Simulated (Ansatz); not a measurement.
Consider the following.

Ti3Al:
```yaml
crystal:
  lattice:
    - [2.89680, 0.00000, 0.00000]
    - [-1.44840, 2.50870, 0.00000]
    - [0.00000, 0.00000, 9.13290]
  atoms:
    - { symbol: Ti, position: [0.66667, 0.33333, 0.00000] }
    - { symbol: Ti, position: [0.33333, 0.66667, 0.75135] }
    - { symbol: Ti, position: [0.33333, 0.66667, 0.24865] }
    - { symbol: Al, position: [0.66667, 0.33333, 0.50000] }
```

This is the PBEsol-relaxed structure. Tensor components refer to the Cartesian frame of this cell.

Question: All from the program Ansatz at the PBEsol level (PAW), unless another level is named. Estimate the Young's modulus.

Answer: 125 GPa.

Question: What about the elastic constants (relaxed ions, GPa)?

Answer: C11 = 163, C12 = 102, C13 = 68.4, C33 = 238, C44 = 57.4.

Space group P-6m2. The first step of the workflow began from a Materials Project structure, measured or hypothetical; the Crystallography Open Database copy checked does not list it. With Ti and Al taken as one species the cell has the higher symmetry P6_3/mmc, so it may be an ordered model of a mixed-site phase. It is not the phase usual at ambient conditions (space group No. 194). The PBEsol relaxation kept the symmetry of its start; whether a distortion lowers the energy is not shown. No spin polarisation was allowed. As this level gives no gap, shear constants depend on the k-mesh and smearing (Fermi–Dirac, 0.1 eV here). On the denser mesh and wider smearing of the elastic run this cell carries a stress of 0.4 GPa.

Potentials: the later of the program's two PAW sets.
